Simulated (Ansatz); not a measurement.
Crystals of one structure type (rock salt) and one family of elements, relaxed and computed with r²SCAN (plane waves, PAW; program Ansatz).

| crystal | V (Å³/atom) | B₀ by P(V) fit (GPa) |
|---|---|---|
| MgO | 9.31 | 166 |
| BeS | 12.44 | 111 |
| CaO | 13.78 | 117 |
| SrO | 17.18 | 93.6 |
| MgS | 17.63 | ? |

### Question
Fit a straight line to ln B₀ against ln V and predict the withheld value.

### Answer
Least squares on the 4 shown rows: ln B₀ = -0.91 × ln V + (7.105), with a scatter of 6 %. For MgS this gives 89.4. The run itself gave 79.8, outside the scatter: the line misses something about this case.

Typed or built starts, not in the databases checked: BeS, rock salt. All cells were relaxed under the symmetry of their starts (and spin orders); stability against distortions was not tested throughout. Scalar-relativistic: spin–orbit coupling is off unless named, which matters more the heavier the elements.

Potentials: the earlier of the program's two PAW sets.
